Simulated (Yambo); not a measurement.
Absorption of Ba2RuH6 (space group Fm-3m, No. 225) with and without the electron-hole interaction (Yambo, PBEsol bands; 6×6×6 mesh, 6 valence and 9 conduction bands, static screening with 69 bands and a 3 Ry block, scissor 1.01 eV, Tamm-Dancoff; field along x).

```json
[
 {"E (eV)": "1.10", "Im ε, BSE": "0.06", "Im ε, independent quasiparticles": "0.04"},
 {"E (eV)": "1.20", "Im ε, BSE": "0.07", "Im ε, independent quasiparticles": "0.04"},
 {"E (eV)": "1.30", "Im ε, BSE": "0.07", "Im ε, independent quasiparticles": "0.05"},
 {"E (eV)": "1.40", "Im ε, BSE": "0.07", "Im ε, independent quasiparticles": "0.05"},
 {"E (eV)": "1.50", "Im ε, BSE": "0.08", "Im ε, independent quasiparticles": "0.05"},
 {"E (eV)": "1.60", "Im ε, BSE": "0.09", "Im ε, independent quasiparticles": "0.05"},
 {"E (eV)": "1.70", "Im ε, BSE": "0.09", "Im ε, independent quasiparticles": "0.06"},
 {"E (eV)": "1.80", "Im ε, BSE": "0.10", "Im ε, independent quasiparticles": "0.06"},
 {"E (eV)": "1.90", "Im ε, BSE": "0.11", "Im ε, independent quasiparticles": "0.06"},
 {"E (eV)": "2.00", "Im ε, BSE": "0.12", "Im ε, independent quasiparticles": "0.07"},
 {"E (eV)": "2.10", "Im ε, BSE": "0.13", "Im ε, independent quasiparticles": "0.07"},
 {"E (eV)": "2.20", "Im ε, BSE": "0.15", "Im ε, independent quasiparticles": "0.08"},
 {"E (eV)": "2.30", "Im ε, BSE": "0.17", "Im ε, independent quasiparticles": "0.08"},
 {"E (eV)": "2.40", "Im ε, BSE": "0.20", "Im ε, independent quasiparticles": "0.09"},
 {"E (eV)": "2.50", "Im ε, BSE": "0.25", "Im ε, independent quasiparticles": "0.10"},
 {"E (eV)": "2.60", "Im ε, BSE": "0.33", "Im ε, independent quasiparticles": "0.11"},
 {"E (eV)": "2.70", "Im ε, BSE": "0.44", "Im ε, independent quasiparticles": "0.12"},
 {"E (eV)": "2.80", "Im ε, BSE": "0.55", "Im ε, independent quasiparticles": "0.14"},
 {"E (eV)": "2.90", "Im ε, BSE": "0.72", "Im ε, independent quasiparticles": "0.17"},
 {"E (eV)": "3.00", "Im ε, BSE": "0.97", "Im ε, independent quasiparticles": "0.21"},
 {"E (eV)": "3.10", "Im ε, BSE": "1.12", "Im ε, independent quasiparticles": "0.28"},
 {"E (eV)": "3.20", "Im ε, BSE": "1.00", "Im ε, independent quasiparticles": "0.37"},
 {"E (eV)": "3.30", "Im ε, BSE": "0.94", "Im ε, independent quasiparticles": "0.45"},
 {"E (eV)": "3.40", "Im ε, BSE": "0.99", "Im ε, independent quasiparticles": "0.48"},
 {"E (eV)": "3.50", "Im ε, BSE": "1.18", "Im ε, independent quasiparticles": "0.53"},
 {"E (eV)": "3.60", "Im ε, BSE": "1.50", "Im ε, independent quasiparticles": "0.68"},
 {"E (eV)": "3.70", "Im ε, BSE": "2.18", "Im ε, independent quasiparticles": "0.84"},
 {"E (eV)": "3.80", "Im ε, BSE": "2.86", "Im ε, independent quasiparticles": "1.01"},
 {"E (eV)": "3.90", "Im ε, BSE": "3.11", "Im ε, independent quasiparticles": "1.07"},
 {"E (eV)": "4.00", "Im ε, BSE": "3.79", "Im ε, independent quasiparticles": "1.09"},
 {"E (eV)": "4.10", "Im ε, BSE": "4.19", "Im ε, independent quasiparticles": "1.14"},
 {"E (eV)": "4.20", "Im ε, BSE": "4.21", "Im ε, independent quasiparticles": "1.23"},
 {"E (eV)": "4.30", "Im ε, BSE": "4.20", "Im ε, independent quasiparticles": "1.51"},
 {"E (eV)": "4.40", "Im ε, BSE": "4.58", "Im ε, independent quasiparticles": "1.97"},
 {"E (eV)": "4.50", "Im ε, BSE": "6.08", "Im ε, independent quasiparticles": "2.38"},
 {"E (eV)": "4.60", "Im ε, BSE": "6.92", "Im ε, independent quasiparticles": "2.57"},
 {"E (eV)": "4.70", "Im ε, BSE": "5.81", "Im ε, independent quasiparticles": "2.49"},
 {"E (eV)": "4.80", "Im ε, BSE": "4.98", "Im ε, independent quasiparticles": "2.60"},
 {"E (eV)": "4.90", "Im ε, BSE": "4.67", "Im ε, independent quasiparticles": "3.14"},
 {"E (eV)": "5.00", "Im ε, BSE": "4.48", "Im ε, independent quasiparticles": "3.88"},
 {"E (eV)": "5.10", "Im ε, BSE": "4.75", "Im ε, independent quasiparticles": "4.49"},
 {"E (eV)": "5.20", "Im ε, BSE": "5.25", "Im ε, independent quasiparticles": "4.85"},
 {"E (eV)": "5.30", "Im ε, BSE": "5.15", "Im ε, independent quasiparticles": "4.90"},
 {"E (eV)": "5.40", "Im ε, BSE": "4.89", "Im ε, independent quasiparticles": "4.90"},
 {"E (eV)": "5.50", "Im ε, BSE": "4.33", "Im ε, independent quasiparticles": "5.43"},
 {"E (eV)": "5.60", "Im ε, BSE": "3.87", "Im ε, independent quasiparticles": "5.69"},
 {"E (eV)": "5.70", "Im ε, BSE": "3.81", "Im ε, independent quasiparticles": "6.17"},
 {"E (eV)": "5.80", "Im ε, BSE": "3.71", "Im ε, independent quasiparticles": "6.20"},
 {"E (eV)": "5.90", "Im ε, BSE": "3.63", "Im ε, independent quasiparticles": "5.98"},
 {"E (eV)": "6.00", "Im ε, BSE": "3.59", "Im ε, independent quasiparticles": "5.47"},
 {"E (eV)": "6.10", "Im ε, BSE": "3.58", "Im ε, independent quasiparticles": "4.93"},
 {"E (eV)": "6.20", "Im ε, BSE": "3.78", "Im ε, independent quasiparticles": "4.53"},
 {"E (eV)": "6.30", "Im ε, BSE": "4.13", "Im ε, independent quasiparticles": "4.28"}
]
```

The scissor comes from a G0W0 run whose convergence isn't established. Broadening 0.15 eV. The band window holds all transitions up to 6.4 eV. Fine structure above the onset can come from the mesh.

Spin-orbit splittings are left out.

Geometry of the Materials Project entry, not relaxed at this level; primitive cell a = b = c = 5.704 Å, α = β = γ = 60.00°.

The structure is a Materials Project entry; no match was found in the copy of COD used, and its stability was not checked.
